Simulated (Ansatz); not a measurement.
Eigenvalues along a path: WC (rocksalt type)

```
W C
1.0
     0.00000    2.12851    2.12851
     2.12851    0.00000    2.12851
     2.12851    2.12851    0.00000
W C
1 1
Direct
  0.00000 0.00000 0.00000
  0.50000 0.50000 0.50000
```

The cell comes from a relaxation on PAW files under the same functional, begun from a prototype that needn't be the stable phase.

All numbers are PBEsol results (scalar-relativistic) from Ansatz 0.2.0, with a Γ-centred 15×15×15 k mesh, Fermi–Dirac smearing of 0.1 eV, no spin polarisation. Methods: LAPW: all electrons, basis error target 1 meV/atom.

This run: volume at 0.94 of the series' base cell.

Spin–orbit coupling is left out, which matters for the heavy atoms.

Path points, in fractions of the reciprocal vectors: Γ (0.000, 0.000, 0.000), X (0.500, 0.000, 0.500), U (0.625, 0.250, 0.625), K (0.375, 0.375, 0.750), L (0.500, 0.500, 0.500), W (0.500, 0.250, 0.750). The distance column jumps between branches of the path. Levels in eV from the Fermi level; bands 21 to 28, counted from the lowest band of the run. The gap is zero, the pressure 27.4 GPa.

```
# k(1/Å) point b21 b22 b23 b24 b25 b26 b27 b28
0.000 Γ -16.55 -3.10 -3.10 -3.10 -1.18 -1.18 -1.18 -1.04
0.184 - -16.38 -3.30 -3.30 -3.29 -3.22 -0.98 -0.76 -0.76
0.369 - -15.91 -5.12 -3.79 -3.59 -3.59 -0.78 0.16 0.16
0.553 - -15.24 -6.63 -4.43 -3.73 -3.73 -0.48 1.22 1.22
0.738 - -14.57 -7.55 -5.09 -3.67 -3.67 -0.10 2.18 2.18
0.922 - -14.16 -7.68 -5.68 -3.43 -3.43 0.31 2.80 2.80
1.107 - -14.12 -7.05 -6.12 -3.07 -3.07 0.68 2.94 2.94
1.291 - -14.23 -6.40 -6.17 -2.73 -2.73 0.94 2.79 2.79
1.476 X -14.29 -6.49 -5.75 -2.59 -2.59 1.04 2.68 2.68
1.541 - -14.27 -6.50 -5.76 -2.69 -2.60 1.17 2.67 2.69
1.606 - -14.22 -6.52 -5.79 -2.95 -2.62 1.52 2.62 2.71
1.672 - -14.14 -6.57 -5.84 -3.32 -2.63 2.03 2.53 2.74
1.737 - -14.03 -6.65 -5.90 -3.72 -2.62 2.42 2.63 2.78
1.802 - -13.89 -6.79 -5.97 -4.13 -2.54 2.27 2.83 3.30
1.867 - -13.73 -6.98 -6.06 -4.53 -2.39 2.10 2.87 4.01
1.933 - -13.55 -7.23 -6.14 -4.91 -2.16 1.91 2.90 4.74
1.998 U -13.35 -7.52 -6.22 -5.26 -1.84 1.69 2.92 5.49
2.902 K -13.35 -7.52 -6.22 -5.26 -1.84 1.69 2.92 5.49
3.097 - -12.76 -8.46 -6.42 -6.10 -0.50 0.92 2.85 5.05
3.293 - -12.52 -9.02 -6.58 -6.48 0.07 1.04 2.54 4.29
3.489 - -13.06 -8.63 -6.66 -6.33 -0.78 1.68 2.02 3.69
3.684 - -14.02 -7.57 -6.32 -5.93 -1.56 0.85 1.39 3.05
3.880 - -15.01 -6.22 -5.58 -5.29 -2.21 -0.37 0.69 2.17
4.076 - -15.83 -4.77 -4.46 -4.45 -2.69 -1.39 -0.04 1.19
4.271 - -16.36 -3.58 -3.50 -3.00 -2.94 -1.82 -0.76 0.09
4.467 Γ -16.55 -3.10 -3.10 -3.10 -1.18 -1.18 -1.18 -1.04
4.627 - -16.42 -3.53 -3.18 -3.18 -2.20 -2.20 -0.97 0.31
4.787 - -16.06 -4.46 -3.92 -3.92 -2.31 -2.31 -0.63 1.87
4.946 - -15.48 -5.55 -4.87 -4.87 -1.85 -1.85 -0.31 3.50
5.106 - -14.73 -6.67 -5.70 -5.70 -1.18 -1.18 0.07 5.17
5.266 - -13.87 -7.77 -6.36 -6.36 -0.39 -0.39 0.58 6.78
5.426 - -12.93 -8.84 -6.84 -6.84 0.40 0.40 1.29 7.28
5.586 - -11.97 -9.85 -7.13 -7.13 1.01 1.01 2.16 5.84
5.745 L -11.25 -10.58 -7.23 -7.23 1.26 1.26 2.72 5.05
5.876 - -11.36 -10.48 -7.17 -7.15 1.11 1.24 2.64 5.35
6.006 - -11.63 -10.19 -7.01 -6.97 0.80 1.15 2.47 6.10
6.137 - -12.00 -9.74 -6.76 -6.75 0.52 0.91 2.37 6.89
6.267 - -12.38 -9.17 -6.60 -6.45 0.36 0.56 2.41 7.04
6.398 - -12.71 -8.53 -6.51 -6.19 0.28 0.35 2.54 6.30
6.528 - -12.98 -7.86 -6.48 -6.09 0.22 0.43 2.67 5.23
6.659 - -13.14 -7.24 -6.48 -6.23 0.41 0.52 2.72 4.37
6.789 W -13.20 -6.83 -6.48 -6.48 0.56 0.56 2.69 4.04
6.881 - -13.25 -6.70 -6.55 -6.38 0.00 1.09 2.69 3.97
6.973 - -13.40 -6.59 -6.34 -6.27 -0.56 1.57 2.69 3.76
7.066 - -13.60 -6.61 -6.15 -5.78 -1.09 1.96 2.69 3.43
7.158 - -13.81 -6.60 -6.03 -5.08 -1.58 2.26 2.69 2.99
7.250 - -14.00 -6.57 -5.92 -4.30 -2.00 2.45 2.47 2.69
7.342 - -14.16 -6.53 -5.83 -3.51 -2.31 1.84 2.60 2.68
7.435 - -14.25 -6.50 -5.77 -2.86 -2.52 1.29 2.66 2.68
7.527 X -14.29 -6.49 -5.75 -2.59 -2.59 1.04 2.68 2.68
```
